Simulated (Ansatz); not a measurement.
Two states of MnHg

```
CELL_PARAMETERS angstrom
6.39259 -0.00102 0.00206
-0.00051 3.19373 0.00253
0.00104 0.00255 3.22371
ATOMIC_POSITIONS crystal
Hg 0.02431 0.02496 0.93912
Hg 0.49320 0.04272 0.96775
Mn 0.23521 0.53740 0.47022
Mn 0.70306 0.54096 0.47807
```

Method: PBE0; PAW, plane waves to 420 eV, 3×6×6 Γ-centred mesh, fermi-dirac occupations (width 0.1 eV) (Ansatz 0.2.0), atoms fixed.

State A: Mn3 up, Mn4 down (collinear spin). State B: Mn3 up, Mn4 up (collinear spin).

Compare the two self-consistent states.

State B is lower by 7.0 meV an atom at zero smearing; in free energy at this smearing B lies -6.3 meV an atom from A. So small a gap isn't resolved on this mesh where a state is a metal.

```tsv
state	free energy (meV/atom)	largest moment in a small sphere (μB)	net moment (μB/cell)	gap on mesh (eV)	pressure (GPa)	largest force (eV/Å)
A	6.3	4.23	0.14	metal	21.2	2.44
B	0.0	4.21	8.50	metal	21.7	2.42
```

Origin: a strained cell with displaced atoms, so it need not be a known compound. Caveats: the k mesh is coarse if the cell is a metal; atoms or cell far from equilibrium; the exchange threshold is loose for a stress; the SCF threshold is loose for a stress.
